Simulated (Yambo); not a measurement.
Yambo run on Ga2O3 (corundum, space group R-3c, No. 167). The wavefunctions come from this Quantum ESPRESSO step (PBE, PseudoDojo stringent norm-conserving files, scalar-relativistic):

```
&CONTROL
  calculation = 'nscf'
  pseudo_dir = './pseudo'
  outdir = './out'
/
&SYSTEM
  ibrav = 0
  nat = 10
  ntyp = 2
  ecutwfc = 114.0
  ecutrho = 456.0
  occupations = 'fixed'
  force_symmorphic = .true.
  nbnd = 238
/
&ELECTRONS
  conv_thr = 1e-08
  diago_full_acc = .true.
  diago_thr_init = 1e-08
/
ATOMIC_SPECIES
O 15.9990 O.upf
Ga 69.7230 Ga.upf
CELL_PARAMETERS angstrom
  2.499469584742   1.443069437582   4.481291415000
 -2.499469584742   1.443069437582   4.481291415000
 -0.000000000000  -2.886138875164   4.481291415000
ATOMIC_POSITIONS crystal
O   0.750000000000   0.447218763200   0.052781236800
O   0.250000000000   0.552781236800   0.947218763200
O   0.052781236800   0.750000000000   0.447218763200
O   0.947218763200   0.250000000000   0.552781236800
O   0.447218763200   0.052781236800   0.750000000000
O   0.552781236800   0.947218763200   0.250000000000
Ga   0.855784225700   0.855784225700   0.855784225700
Ga   0.144215774300   0.144215774300   0.144215774300
Ga   0.644215774300   0.644215774300   0.644215774300
Ga   0.355784225700   0.355784225700   0.355784225700
K_POINTS automatic
4 4 4 0 0 0
```

Yambo input:

```
rim_cut
gw0
dyson
el_el_corr
HF_and_locXC
ppa
em1d
RandQpts= 1000000
RandGvec= 1 Ry
EXXRLvcs= 114 Ry
VXCRLvcs= 456 Ry
Chimod= "HARTREE"
% BndsRnXp
 17 | 237 |
%
NGsBlkXp= 10 Ry
% LongDrXp
 1.0 | 1.0 | 1.0 |
%
PPAPntXp= 27.2114 eV
% GbndRnge
 1 | 237 |
%
GTermKind= "BG"
DysSolver= "n"
ExtendOut
% QPkrange
 1 | 1 | 60 | 61 |
 2 | 2 | 60 | 61 |
 3 | 3 | 60 | 61 |
 7 | 7 | 60 | 61 |
%
```

k points by index: 1 = Γ, 2 = (0, 0, 0.25), 3 = L, 7 = F.

The o-*.qp file then holds:

```
#    K-point    Band    Eo [eV]    E [eV]    E-Eo [eV]    Vxc [eV]    Vnlxc [eV]    Sc|Eo [eV]    Sc|E [eV]    dSc/dw|Eo [eV]    Re(Z)    Im(Z)
#
    1    60    -0.209817    -0.977633    -0.767816    -20.67511    -26.02604    4.381507    4.583114    -7.143937    0.792056    -0.001134
    1    61    2.861487    3.585284    0.723797    -16.15397    -12.00367    -3.287226    -3.426506    -5.235859    0.838634    -0.808765E-3
    2    60    0.000000    -0.770541    -0.770541    -21.05765    -26.48026    4.449871    4.652072    -7.139677    0.792154    -0.001107
    2    61    4.423679    5.361676    0.937996    -17.54991    -13.23752    -3.179858    -3.374394    -5.643170    0.828237    -0.868583E-3
    3    60    -0.111197    -0.902395    -0.791199    -20.99025    -26.43836    4.449623    4.656913    -7.128273    0.792417    -0.001115
    3    61    6.449988    7.679771    1.229783    -17.47775    -12.11391    -3.877824    -4.134054    -5.669247    0.827580    -0.928569E-3
    7    60    -0.106340    -0.896220    -0.789880    -21.14603    -26.57059    4.428209    4.634680    -7.112005    0.792793    -0.001101
    7    61    6.580246    7.843829    1.263583    -17.99412    -12.52979    -3.932801    -4.200749    -5.770027    0.825051    -0.735392E-3
```
(The two width columns are left out.) Convergence of these settings isn't established.

Spin-orbit coupling is not included.

Geometry relaxed with PBEsol.

This is not the ordinary phase of the substance.
